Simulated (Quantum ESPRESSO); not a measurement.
Mg4OSe3, input and log of a self-consistent run

Computed values, not a measurement. The program is pw.x of Quantum ESPRESSO 7.5 (plane-wave density functional theory). The cell is made up: 8 atoms on a zincblende/diamond lattice, with randomly drawn elements, strain and displacements, not relaxed. PseudoDojo standard norm-conserving files (v0.5 for PBE, v0.4.1 for LDA and PBEsol) set the functional; there is no spin polarisation, spin-orbit coupling or dispersion term, and the masses in the input are unused placeholders.

Input:

```
&control calculation='scf', pseudo_dir='./dojo.nc.sr.pbe.v0_5.standard.upf', outdir='./o', disk_io='medium', tprnfor=.true., tstress=.true. /
&system ibrav=0, nat=8, ntyp=3, nbnd=53, ecutwfc=85.99341389, nosym=.true., tot_charge=0,
 occupations='smearing', smearing='fd', degauss=0.0018374661
/
&electrons conv_thr=7.350e-09, electron_maxstep=60, /
ATOMIC_SPECIES
Mg 1.0 Mg.upf
O 1.0 O.upf
Se 1.0 Se.upf
CELL_PARAMETERS angstrom
5.8803 -0.0166 0.0183
-0.0166 5.7242 -0.0124
0.0183 -0.0124 5.8569
ATOMIC_POSITIONS angstrom
Mg -0.1425 0.0236 0.013
Mg 0.0156 2.8368 2.9524
Mg 2.928 0.0138 3.0047
Mg 2.9933 2.9574 0.0024
O 1.5155 1.4338 1.4194
Se 1.6267 4.2388 4.4279
Se 4.4856 1.4763 4.3048
Se 4.3548 4.3454 1.4363
K_POINTS automatic
4 4 4 1 1 1
```

The log is shortened where brackets say so; the opening notice, blank lines, dates and the lines on written files are dropped, and the path of the files is cut. It prints rydbergs, bohrs and kilobars, and counts compression as positive stress. With no partly filled state, the Fermi energy that it prints is only some level between the filled and the empty states on the mesh, and need not lie in the true gap.

```
     Program PWSCF v.7.5
     Parallel version (MPI & OpenMP), running on       1 processor cores
     Number of MPI processes:                 1
     Threads/MPI process:                     1
     [start-up lines left out]
     bravais-lattice index     =            0
     lattice parameter (alat)  =      11.1123  a.u.
     unit-cell volume          =    1330.3593 (a.u.)^3
     number of atoms/cell      =            8
     number of atomic types    =            3
     number of electrons       =        94.00
     number of Kohn-Sham states=           53
     kinetic-energy cutoff     =      85.9934  Ry
     charge density cutoff     =     343.9737  Ry
     scf convergence threshold =      7.3E-09
     mixing beta               =       0.7000
     number of iterations used =            8  plain     mixing
     Exchange-correlation= PBE
                           (   1   4   3   4   0   0   0)
     [axes and pseudopotential details left out]
   Cartesian axes
     site n.     atom                  positions (alat units)
         1        Mg     tau(   1) = (  -0.0242332   0.0040134   0.0022108  )
         2        Mg     tau(   2) = (   0.0026529   0.4824201   0.5020788  )
         3        Mg     tau(   3) = (   0.4979294   0.0023468   0.5109728  )
         4        Mg     tau(   4) = (   0.5090342   0.5029291   0.0004081  )
         5        O      tau(   5) = (   0.2577227   0.2438289   0.2413801  )
         6        Se     tau(   6) = (   0.2766331   0.7208412   0.7529992  )
         7        Se     tau(   7) = (   0.7628115   0.2510564   0.7320650  )
         8        Se     tau(   8) = (   0.7405679   0.7389694   0.2442541  )
     number of k points=    32  Fermi-Dirac smearing, width (Ry)=  0.0018
                       cart. coord. in units 2pi/alat
        k(    1) = (   0.1249752   0.1290439   0.1253832), wk =   0.0625000
        k(    2) = (   0.1241956   0.1295854   0.3763879), wk =   0.0625000
     [further k points left out]
     Dense  grid:   143325 G-vectors     FFT dimensions: (  72,  64,  72)
     Estimated max dynamical RAM per process >     195.69 MB
     Initial potential from superposition of free atoms
     starting charge      93.9966, renormalised to      94.0000
     Starting wfcs are   51 randomized atomic wfcs +    2 random wfcs
     total cpu time spent up to now is       19.9 secs
     per-process dynamical memory:   100.6 Mb
     Self-consistent Calculation
     iteration #  1     ecut=    85.99 Ry     beta= 0.70
     Davidson diagonalization with overlap
     ethr =  1.00E-02,  avg # of iterations =  6.2
     total cpu time spent up to now is       71.7 secs
     total energy              =   -1235.58823176 Ry
     estimated scf accuracy    <       1.21198820 Ry
     iteration #  2     ecut=    85.99 Ry     beta= 0.70
     Davidson diagonalization with overlap
     ethr =  1.29E-03,  avg # of iterations =  6.3
     total cpu time spent up to now is      131.5 secs
     total energy              =   -1234.50328857 Ry
     estimated scf accuracy    <       9.54206848 Ry
     iteration #  3     ecut=    85.99 Ry     beta= 0.70
     Davidson diagonalization with overlap
     ethr =  1.29E-03,  avg # of iterations =  5.5
     total cpu time spent up to now is      199.6 secs
     total energy              =   -1236.17790586 Ry
     estimated scf accuracy    <       0.35133303 Ry
     iteration #  4     ecut=    85.99 Ry     beta= 0.70
     Davidson diagonalization with overlap
     ethr =  3.74E-04,  avg # of iterations =  2.0
     total cpu time spent up to now is      250.4 secs
     total energy              =   -1236.17165586 Ry
     estimated scf accuracy    <       0.10107653 Ry
     iteration #  5     ecut=    85.99 Ry     beta= 0.70
     Davidson diagonalization with overlap
     ethr =  1.08E-04,  avg # of iterations =  2.7
     total cpu time spent up to now is      293.7 secs
     total energy              =   -1236.17241611 Ry
     estimated scf accuracy    <       0.01597155 Ry
     iteration #  6     ecut=    85.99 Ry     beta= 0.70
     Davidson diagonalization with overlap
     ethr =  1.70E-05,  avg # of iterations =  8.3
     total cpu time spent up to now is      344.9 secs
     total energy              =   -1236.17526501 Ry
     estimated scf accuracy    <       0.00058432 Ry
     iteration #  7     ecut=    85.99 Ry     beta= 0.70
     Davidson diagonalization with overlap
     ethr =  6.22E-07,  avg # of iterations =  3.1
     total cpu time spent up to now is      383.4 secs
     total energy              =   -1236.17536715 Ry
     estimated scf accuracy    <       0.00003946 Ry
     iteration #  8     ecut=    85.99 Ry     beta= 0.70
     Davidson diagonalization with overlap
     ethr =  4.20E-08,  avg # of iterations =  3.1
     total cpu time spent up to now is      421.2 secs
     total energy              =   -1236.17537436 Ry
     estimated scf accuracy    <       0.00000138 Ry
     iteration #  9     ecut=    85.99 Ry     beta= 0.70
     Davidson diagonalization with overlap
     ethr =  1.47E-09,  avg # of iterations =  3.6
     total cpu time spent up to now is      458.0 secs
     total energy              =   -1236.17537475 Ry
     estimated scf accuracy    <       0.00000036 Ry
     iteration # 10     ecut=    85.99 Ry     beta= 0.70
     Davidson diagonalization with overlap
     ethr =  3.82E-10,  avg # of iterations =  2.0
     total cpu time spent up to now is      491.5 secs
     total energy              =   -1236.17537478 Ry
     estimated scf accuracy    <       0.00000008 Ry
     iteration # 11     ecut=    85.99 Ry     beta= 0.70
     Davidson diagonalization with overlap
     ethr =  8.81E-11,  avg # of iterations =  3.0
     total cpu time spent up to now is      537.0 secs
     End of self-consistent calculation
          k = 0.1250 0.1290 0.1254 ( 17884 PWs)   bands (ev):
   -70.8003 -70.7589 -70.6418 -70.5573 -42.1118 -42.1041 -42.0940 -42.0832
   -42.0811 -42.0551 -42.0457 -42.0395 -42.0337 -42.0300 -41.9591 -41.9509
   -41.9332 -41.9254 -41.9244 -37.5815 -37.5581 -37.5514 -37.5354 -37.5266
   -37.5087 -37.4239 -37.4124 -37.3918 -37.3440 -37.3326 -37.3172  -9.9660
    -8.0062  -7.4879  -7.3584   0.8170   0.9223   1.0446   2.1584   2.3498
     2.4768   2.5872   2.9376   3.1520   3.9685   4.2074   4.2950   6.7637
     7.2063   8.0307   8.2100   9.2025   9.4572
     [levels at the other k points left out]
     the Fermi energy is     5.3591 ev
!    total energy              =   -1236.17537479 Ry
     estimated scf accuracy    <          1.0E-09 Ry
     smearing contrib. (-TS)   =       0.00000000 Ry
     internal energy E=F+TS    =   -1236.17537479 Ry
     The total energy is F=E-TS. E is the sum of the following terms:
     one-electron contribution =    -908.63439095 Ry
     hartree contribution      =     450.91856903 Ry
     xc contribution           =    -217.18891688 Ry
     ewald contribution        =    -561.27063600 Ry
     convergence has been achieved in  11 iterations
     Forces acting on atoms (cartesian axes, Ry/au):
     atom    1 type  1   force =     0.08247281    0.04203244    0.01640495
     atom    2 type  1   force =     0.07102519   -0.00326467   -0.07377758
     atom    3 type  1   force =    -0.03886155    0.04868275   -0.06273937
     atom    4 type  1   force =    -0.03593213   -0.08436826    0.04543089
     atom    5 type  2   force =    -0.00779240    0.00432689    0.01152941
     atom    6 type  3   force =    -0.06042299    0.02022562   -0.01041735
     atom    7 type  3   force =    -0.02572411   -0.01710725    0.03346143
     atom    8 type  3   force =     0.01523519   -0.01052751    0.04010762
     Total force =     0.214551     Total SCF correction =     0.000274
     Computing stress (Cartesian axis) and pressure
          total   stress  (Ry/bohr**3)                   (kbar)     P=       -1.51
  -0.00004396   0.00011720  -0.00001478           -6.47       17.24       -2.17
   0.00011720   0.00002070  -0.00010294           17.24        3.05      -15.14
  -0.00001478  -0.00010294  -0.00000746           -2.17      -15.14       -1.10
     init_run     :     17.99s CPU     19.82s WALL (       1 calls)
     electrons    :    497.60s CPU    517.12s WALL (       1 calls)
     forces       :      6.74s CPU      6.81s WALL (       1 calls)
     stress       :     23.85s CPU     23.95s WALL (       1 calls)
     [timing details left out]
     PWSCF        :   9m 6.39s CPU   9m28.23s WALL
     JOB DONE.
```

In other units: free energy -16819.023 eV for the cell, pressure -0.15 GPa, largest force component 2.169 eV/Å. A rerun of a related cell, with the same atoms placed differently, at 1467 eV and a 6 x 6 x 6 mesh moved values by no more than 0.003 eV in energy, 0.02 GPa in stress and 0.010 eV/Å in force.